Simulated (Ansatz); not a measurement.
Ge:
```yaml
crystal:
  lattice:
    - [-3.47369, 3.47369, 2.00596]
    - [3.47369, -3.47369, 2.00596]
    - [3.47369, 3.47369, -2.00596]
  atoms:
    - { symbol: Ge, position: [0.17865, 0.17865, 0.35731] }
    - { symbol: Ge, position: [0.17865, 0.82135, 0.00000] }
    - { symbol: Ge, position: [0.82135, 0.17865, 0.00000] }
    - { symbol: Ge, position: [0.82135, 0.82135, 0.64269] }
```

Relaxed with PBEsol.

**Question.** Decompose the optical modes at the zone centre into irreducible representations, and say which are infrared and Raman allowed.

**Answer.** Point group 4/mmm: Γ_opt = A1g + A2g + B1g + B1u + B2g + Eg + Eu. Infrared: Eu. Raman: A1g, B1g, B2g, Eg.

**Question.** Assign frequencies (DFPT, PBEsol in the plane-wave PAW code Ansatz).

**Answer.** B1u 71, A2g 94, Eu 222, B1g 229, B2g 230, Eg 273, A1g 297 cm⁻¹.

Subscripts of B labels follow the axes of the standard setting.

Space group I4/mmm. The start of the workflow was typed in or built on a structure type; neither database checked (COD, Materials Project) lists it. It is not the phase usual at ambient conditions (space group No. 227). The PBEsol relaxation kept the symmetry of its start; of distortions, only those at the zone centre were tested. The volume moved by 28 % from the start of the relaxation. As this level gives no gap, phonon frequencies hold no LO–TO term and depend on the k-mesh and smearing (Fermi–Dirac, 0.1 eV here).

Potentials: the later of the program's two PAW sets.
